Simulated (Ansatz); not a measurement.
Computed with Ansatz 0.2.0, DFT PBE, scalar-relativistic, plane waves, PAW. Settings of the last relaxation (8-atom cell): 420 eV, 10×6×6 k points, Gaussian smearing of 0.10 eV, no spin polarisation.

Energies over the elements count from the elements' standard structures at the same level, with no fitted energy shifts.

**Question.** Give a relaxed trial structure of an orthorhombic metal made of As, Ga and Sb, with a formation energy near −0.20 eV/atom and about 28 Å³ per atom, in a cell of 8 atoms.

**Answer.** Ga4Sb3As, space group Pmm2 (No. 25). Around Ga on a site of symmetry m lie 1 As at 2.51 Å and 3 Sb at 2.67–2.71 Å; around Ga on a site of symmetry mm2 lie 4 Sb at 2.66–2.67 Å; Sb on a site of symmetry m is surrounded by 4 Ga at 2.66–2.68 Å; As has 4 Ga at 2.51–2.56 Å; 2 more sites not described.

```cif
data_structure
_symmetry_space_group_name_H-M 'Pmm2'
_symmetry_Int_Tables_number 25
_cell_length_a 4.3139
_cell_length_b 8.6289
_cell_length_c 6.0926
_cell_angle_alpha 90.000
_cell_angle_beta 90.000
_cell_angle_gamma 90.000
_cell_volume 226.79
loop_
_atom_site_label
_atom_site_type_symbol
_atom_site_symmetry_multiplicity
_atom_site_Wyckoff_symbol
_atom_site_fract_x
_atom_site_fract_y
_atom_site_fract_z
_atom_site_occupancy
Ga1 Ga 2 g 0.00000 0.76355 0.00855 1
Ga2 Ga 1 d 0.50000 0.50000 0.50796 1
Ga3 Ga 1 c 0.50000 0.00000 0.47595 1
Sb1 Sb 2 h 0.50000 0.75729 0.74984 1
Sb2 Sb 1 b 0.00000 0.50000 0.24987 1
As1 As 1 a 0.00000 0.00000 0.24946 1
```

* Volume per atom: 28.35 Å³
* Density: 5.27 g/cm³
* Formation energy: −0.20 eV/atom
* Gap on the 10×6×6 mesh of the 8-atom cell: 0.02 eV by band count, less than the smearing, so the run treats it as a metal

The cell was found from a structure generator's guess, not taken from experiment. Other answers may fit too; this one was computed.

Spin–orbit coupling, which can matter for Sb, is left out. The reference form of As is held partly by dispersion forces, which this level lacks. A structure relaxed within its symmetry needn't be a true minimum.
